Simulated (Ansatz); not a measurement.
SiNi:
```
CELL_PARAMETERS angstrom
      4.46769     0.00000     0.00000
      0.00000     4.46769     0.00000
      0.00000     0.00000     4.46769
ATOMIC_POSITIONS crystal
  Si 0.65353 0.15353 0.34647
  Si 0.84647 0.84647 0.84647
  Si 0.15353 0.34647 0.65353
  Si 0.34647 0.65353 0.15353
  Ni 0.35106 0.85106 0.64894
  Ni 0.14894 0.14894 0.14894
  Ni 0.85106 0.64894 0.35106
  Ni 0.64894 0.35106 0.85106
```

This is the PBEsol-relaxed structure.

Problem. All from PBEsol in the plane-wave PAW code Ansatz, unless another level is named. Estimate the Young's modulus.

Solution. 134 GPa.

Problem. Next, the highest zone-centre frequency?

Solution. 384 cm^-1.

Problem. Give the elastic constants (relaxed ions, GPa).

Solution. C11 = 238, C12 = 181, C44 = 68.7.

Space group P2_13. The workflow started from a Materials Project entry (that database holds measured and hypothetical structures alike); the Crystallography Open Database copy checked does not list it. It is not the phase usual at ambient conditions (space group No. 62). The cell was relaxed with PBEsol under the symmetry of its start; of distortions, only those at the zone centre were tested. No spin polarisation was allowed. As this level gives no gap, shear constants depend on the k-mesh and smearing (Fermi–Dirac, 0.1 eV here). As this level gives no gap, phonon frequencies hold no LO–TO term and depend on the k-mesh and smearing (Fermi–Dirac, 0.1 eV here).

Potentials: the later of the program's two PAW sets.
